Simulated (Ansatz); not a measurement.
Total density of states per atom from LDA in the plane-wave PAW code Ansatz, in 0.25 eV bins, energy from the Fermi level:

(E (eV), states/eV/atom): (-7.85, 0.12); (-7.60, 0.14); (-7.35, 0.15); (-7.10, 0.17); (-6.85, 0.18); (-6.60, 0.21); (-6.35, 0.24); (-6.10, 0.30); (-5.85, 0.40); (-5.60, 0.65); (-5.35, 1.04); (-5.10, 1.15); (-4.85, 1.56); (-4.60, 2.11); (-4.35, 1.84); (-4.10, 1.82); (-3.85, 2.33); (-3.60, 2.79); (-3.35, 3.40); (-3.10, 3.49); (-2.85, 2.28); (-2.60, 2.86); (-2.35, 3.08); (-2.10, 2.77); (-1.85, 4.31); (-1.60, 2.06); (-1.35, 0.38); (-1.10, 0.36); (-0.85, 0.34); (-0.60, 0.32); (-0.35, 0.31); (-0.10, 0.29); (0.15, 0.29); (0.40, 0.27); (0.65, 0.27); (0.90, 0.26); (1.15, 0.26); (1.40, 0.26); (1.65, 0.25); (1.90, 0.24); (2.15, 0.22); (2.40, 0.21); (2.65, 0.20); (2.90, 0.19); (3.15, 0.17); (3.40, 0.16); (3.65, 0.15); (3.90, 0.13); (4.15, 0.17); (4.40, 0.27); (4.65, 0.28)

Problem. Pick the material that matches.
(A) Ce, fcc (Cu type)
(B) Na, fcc (Cu type)
(C) Br, molecular I2 type
(D) Cu, fcc (Cu type)

Solution. D, Cu, fcc (Cu type). Within 0.5 eV of the Fermi level: Cu 4s 42 %, Cu 3d 35 %, outside the projected shells 23 %. Projections are on Löwdin-orthogonalised atomic valence shells; empty p or d shells of many metals are not among them.

Space group Fm-3m (fcc (Cu type)). Symmetry was held in the LDA relaxation. No spin polarisation was allowed.

Potentials: the earlier of the program's two PAW sets.
